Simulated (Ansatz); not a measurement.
Trial structure of Na2Yb3P, not yet relaxed:

Space group P4/mmm (No. 123). a = 3.461 Å, b = 3.461 Å, c = 10.477 Å, α = 90.00°, β = 90.00°, γ = 90.00°
```
atom  site  symmetry       x       y       z
  Na    2h       4mm  0.5000  0.5000  0.3248
  Yb    2g       4mm  0.0000  0.0000  0.8391
  Yb    1b     4/mmm  0.0000  0.0000  0.5000
   P    1c     4/mmm  0.5000  0.5000  0.0000
```

Level of theory: Ansatz 0.2.0, DFT PBE, scalar-relativistic, plane waves, PAW. Settings: cutoff 420 eV, Γ-centred mesh 6×6×2 on the computed 6-atom cell, Gaussian smearing of 0.10 eV; no spin polarisation.

The zero of energy is the elements' standard structures at the same level; no fitted shifts are applied. The references include black phosphorus.

Question: Estimate its pressure, forces and energy as it stands.

Answer: The pressure is 13.4 GPa (the mean over three directions, positive in compression), the largest force is 2.30 eV/Å, and the energy is +0.19 eV/atom against the elements. The shortest distance is 2.97 Å.

Question: How much does it gain on relaxing, and where does it end?

Answer: Relaxing gains about 0.48 eV/atom (the start's value is from the coarse mesh, so the gain is rough) in 17 ionic steps and ends at −0.28 eV/atom on the finer mesh. The symmetry stays P4/mmm (No. 123). The volume per atom grows by 49.4 %, from 20.9 to 31.3 Å³. The shortest distance goes from 2.97 Å (Yb–P) to 2.96 Å (Yb–P). The ratio c/a of the conventional cell changes by a factor of 1.33. Conventional cell: a = 3.601 Å, c = 14.464 Å. Na has 4 Na at 3.60 Å, 8 Yb at 3.80–3.86 Å and 1 P at 4.41 Å; around Yb on a site of symmetry 4mm lie 4 P at 2.96 Å, 1 Yb at 3.00 Å, 4 Yb at 3.60 Å and 4 Na at 3.86 Å; around P lie 8 Yb at 2.96 Å, 4 P at 3.60 Å and 2 Na at 4.41 Å; 1 more site not described.

The last run used a 10×10×4 mesh (in the run's order of axes) for its 6-atom cell and Gaussian smearing of 0.10 eV. The reference form of P is held partly by dispersion forces, which this level lacks. The 4f shell of Yb is treated without a Hubbard U. Trial moments died out on the coarse mesh, so the last step has no spin; another magnetic start might hold. The relaxation can't lower the symmetry of the start. Symmetry constrained the relaxation, so the result can be a saddle point.
